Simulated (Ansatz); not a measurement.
Sr:
```
Sr
1.0
   -3.52048     3.52048     1.89299
    3.52048    -3.52048     1.89299
    3.52048     3.52048    -1.89299
Sr
2
Cartesian
  0.00000   3.52048   0.94649
  0.00000   0.00000   0.00000
```

Relaxed with LDA. Special points in fractions of this cell's reciprocal vectors: Γ (0.000, 0.000, 0.000); X (0.000, 0.000, 0.500); M (-0.500, 0.500, 0.500); Z (0.322, 0.322, -0.322); Z0 (-0.322, 0.678, 0.322); P (0.250, 0.250, 0.250); N (0.000, 0.500, 0.000).

Task: List the band energies nearest the Fermi level at these points for LDA in the plane-wave PAW code Ansatz.

Result: In eV from the Fermi level; about four levels below and three above (degenerate sets whole), none deeper than 8.9 eV; points with the same levels are listed once.

```json
[
 {"k": "Γ", "below": "-3.67 -0.57", "above": "0.61 1.01 1.68"},
 {"k": "X", "below": "-1.86 -1.86", "above": "1.04 1.04 1.77 1.77"},
 {"k": "M", "below": "-1.19 -1.19", "above": "0.21 0.21 1.69 1.69"},
 {"k": "Z", "below": "-0.12 -0.12", "above": "0.38 0.42 0.70"},
 {"k": "P", "below": "-0.17 -0.17 -0.15 -0.15", "above": "2.10 2.10 3.55 3.55"},
 {"k": "N", "below": "-0.85 -0.20", "above": "0.14 1.19 1.34"}
]
```

Space group I4_1/amd (β-Sn type). The workflow started from a Materials Project entry (that database holds measured and hypothetical structures alike); the Crystallography Open Database copy checked does not list it. It is not the phase usual at ambient conditions (space group No. 225). The LDA relaxation kept the symmetry of its start; phonons show weakly imaginary modes. Scalar-relativistic: spin–orbit coupling is off unless named, which matters more the heavier the elements.

Potentials: the earlier of the program's two PAW sets. The files were generated under PBE; for other functionals the program regenerates the frozen cores, and for LDA and PBEsol the local potential too.
